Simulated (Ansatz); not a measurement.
Relaxed ZrPbO₃ (cubic perovskite):

```xyz
10
Lattice="8.2172 0.0000 0.0000 4.1086 4.1086 0.0000 0.0000 0.0000 4.1086" Properties=species:S:1:pos:R:3 pbc="T T T"
Zr     0.0000     0.0000     0.0000
Zr     4.1086     0.0000     0.0000
Pb     2.0543     2.0543     2.0543
Pb     6.1629     2.0543     2.0543
O      2.0543     0.0000     0.0000
O      6.1629     0.0000     0.0000
O      8.2172     2.0543     0.0000
O      4.1086     2.0543     0.0000
O      0.0000     0.0000     2.0543
O      4.1086     0.0000     2.0543
```

A phonon eigenvector at M = (0.5, 0.5, 0.0) is frozen into this cell: atom i moves by Q times the vector below, so Q is the largest atomic displacement, in Å. The cell is held. (q is in reciprocal vectors of the primitive cell; the cell shown is doubled to hold the pattern.)

```json
[
 {"atom": "O5", "x": "0.000", "y": "1.000", "z": "0.000"},
 {"atom": "O6", "x": "0.000", "y": "-1.000", "z": "0.000"},
 {"atom": "O7", "x": "-1.000", "y": "0.000", "z": "0.000"},
 {"atom": "O8", "x": "1.000", "y": "0.000", "z": "0.000"}
]
```

Atoms not listed stay in place.

Method: LDA (plane waves to 420 eV, PAW, scalar-relativistic; Ansatz, a first-principles code). k mesh 8×8×8 (Γ-centred), Fermi-Dirac smearing 0.05 eV. The energy includes the smearing's −TS. Spin-orbit coupling is left out, though Pb is heavy. This is a high-temperature form of ZrPbO3. ZrPbO3 is run without spin polarisation. ZrPbO3 was relaxed with its symmetry unable to fall. ΔE is measured from the undisplaced structure.

| Q (Å) | ΔE (meV/cell) |
|---|---|
| -0.660 | 196 |
| -0.550 | -204 |
| -0.440 | -334 |
| -0.330 | -290 |
| -0.220 | -166 |
| -0.110 | -48 |
| 0.000 | 0 |
| 0.110 | -48 |
| 0.220 | -166 |
| 0.330 | -290 |
| 0.440 | -334 |
| 0.550 | -204 |
| 0.660 | 196 |

**Question.** Is this a single well or a double well?

**Answer.** A double well: the undisplaced structure is a maximum between two minima.

**Question.** By a smooth curve, how deep is the well, measured from the undisplaced structure?

**Answer.** 336 meV/cell, cell held fixed.

**Question.** By a smooth curve through the points, how far does the most displaced atom move to reach the deepest minimum?

**Answer.** 0.42 Å from zero.

**Question.** What harmonic wavenumber does the curvature at Q = 0 give?

**Answer.** About 190i cm⁻¹. By second differences, E″ = -8.24 eV/Å², M = Σ mᵢ|uᵢ|² = 64.0 u, ν̃ = 521.5·√(|E″|/M), imaginary since E″ < 0.

(For displaced atoms, the force is minus the slope of the energy, and its curvature is a force constant, which sets phonon frequencies.)
